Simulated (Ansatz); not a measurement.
LiF (rock salt)

Space group Fm-3m (No. 225); a = 3.9902 Å, b = 3.9902 Å, c = 3.9902 Å, α = 90.00°, β = 90.00°, γ = 90.00°

```json
[
 {"atom": "F", "site": "4a", "symmetry": "m-3m", "x": "0.0000", "y": "0.0000", "z": "0.0000"},
 {"atom": "Li", "site": "4b", "symmetry": "m-3m", "x": "0.5000", "y": "0.5000", "z": "0.5000"}
]
```
(The calculation used a cell of 2 atoms; values per cell refer to that cell.)

Equation-of-state scan: isotropic scaling of the cell above, V₀ being its volume. Symmetry pins the atoms to their sites.

These are r2SCAN (plane waves to 500 eV, PAW, scalar-relativistic; Ansatz, an electronic-structure program) values and carry that method's errors. k mesh 14×14×14 (Γ-centred), Fermi-Dirac smearing 0.05 eV. The energy includes the smearing's −TS. LiF was relaxed with its symmetry unable to fall. ΔE is measured from the relaxed starting cell.

```tsv
V (Å³/atom)	ΔE (meV/atom)
7.147	23.0
7.346	12.4
7.544	5.2
7.743	1.2
7.941	0.0
8.140	1.1
8.338	4.4
8.537	9.5
8.735	16.2
```

Q: What is the fitted pressure derivative B₀′?

A: 4.2.

Q: What bulk modulus B₀ follows from a third-order Birch-Murnaghan fit?

A: 77.4 GPa. Check by three points about V = 7.941 Å³/atom, step 0.199: d²E/dV² ≈ (1.2 − 2·0.0 + 1.1) meV / 0.199² = 0.0584 eV/Å⁶, and V·d²E/dV² × 160.2 = 74.2 GPa.

(Under strain, the slope of the energy per volume gives the stress and its curvature an elastic modulus.)
